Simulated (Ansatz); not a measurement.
ZnS (zinc blende)

```
CELL_PARAMETERS angstrom
      0.00000     2.67826     2.67826
      2.67826     0.00000     2.67826
      2.67826     2.67826     0.00000
ATOMIC_POSITIONS crystal
  S  0.25000 0.25000 0.25000
  Zn 0.00000 0.00000 0.00000
```

The slice is a {100} plane (indices of the conventional cell) through the point (0.000, 0.000, 0.000) (fractional), spanned by u = [100] and v = [0 1 -1] in vectors of this cell: u (3.79 Å) and v (3.79 Å, at 90° to u). It covers one period; positions are fractions (u, v).

Level of theory: PBEsol (plane waves to 420 eV, PAW, scalar-relativistic; Ansatz, an electronic-structure program). k mesh 11×11×11. These are valence fields of a PAW run, semicore shells included where kept as valence: close to a nucleus they are smooth pseudo fields. ZnS was relaxed with its symmetry unable to fall.

Three fields on this plane, each scaled to ten steps between its own extremes (0 low, 9 high; the total valence density on a logarithmic scale, the potential cut 8 eV below its top; x marks points blanked near nuclei; v = 0 in the bottom row):

Map A
```
|xxxxxxx35677777653xxxxxx|
|xxxxxxx35677777653xxxxxx|
|xxxxxx1467778777641xxxxx|
|xxxxx035778888877530xxxx|
|xxxx03567888888876530xxx|
|xxx1356788999998876531xx|
|333456788999999988765433|
|555677889999999998877655|
|666778899999999999887766|
|777788999999999999988777|
|777788999999999999988777|
|777888999999999999988877|
|777788999999999999988777|
|777788999999999999988777|
|666778899999999999887766|
|555677889999999998877655|
|333456788999999988765433|
|xxx1356788999998876531xx|
|xxxx03567888888876530xxx|
|xxxxx035778888877530xxxx|
|xxxxxx1467778777641xxxxx|
|xxxxxxx35677777653xxxxxx|
|xxxxxxx35677777653xxxxxx|
|xxxxxxx25677777652xxxxxx|
```

Map B
```
|xxxxxxx74322222347xxxxxx|
|xxxxxxx64322122346xxxxxx|
|xxxxxx8642211122468xxxxx|
|xxxxx975321111123579xxxx|
|xxxx98643211111234689xxx|
|xxx8764321111111234678xx|
|776654321100000112345667|
|444433211000000011233444|
|333222110000000001122233|
|222211100000000000111222|
|222111100000000000111122|
|221111100000000000111112|
|222111100000000000111122|
|222211100000000000111222|
|333222110000000001122233|
|444433211000000011233444|
|776654321100000112345667|
|xxx8764321111111234678xx|
|xxxx98643211111234689xxx|
|xxxxx975321111123579xxxx|
|xxxxxx8642211122468xxxxx|
|xxxxxxx64322122346xxxxxx|
|xxxxxxx74322222347xxxxxx|
|xxxxxxx74322222347xxxxxx|
```

Map C
```
|xxxxxxx98888888889xxxxxx|
|xxxxxxx98877777889xxxxxx|
|xxxxxx9877777777789xxxxx|
|xxxxx987766666667789xxxx|
|xxxx98766555555566789xxx|
|xxx9876655444445566789xx|
|999876654433333445667899|
|888776543322222334567788|
|888765543211111234556788|
|887765432110001123456778|
|887765432100000123456778|
|887765432100000123456778|
|887765432100000123456778|
|887765432110001123456778|
|888765543211111234556788|
|888776543322222334567788|
|999876654433333445667899|
|xxx9876655444445566789xx|
|xxxx98766555555566789xxx|
|xxxxx987766666667789xxxx|
|xxxxxx9877777777789xxxxx|
|xxxxxxx98877777889xxxxxx|
|xxxxxxx98888888889xxxxxx|
|xxxxxxx98888888889xxxxxx|
```

Question: Assign the maps to these fields: density of the lowest conduction band (whole band as if filled, smooth part); valence electron density; electrostatic potential energy of an electron, from the cell's mean.

Answer: A is the electrostatic potential energy of an electron, from the cell's mean; B is the density of the lowest conduction band (whole band as if filled, smooth part); C is the valence electron density.
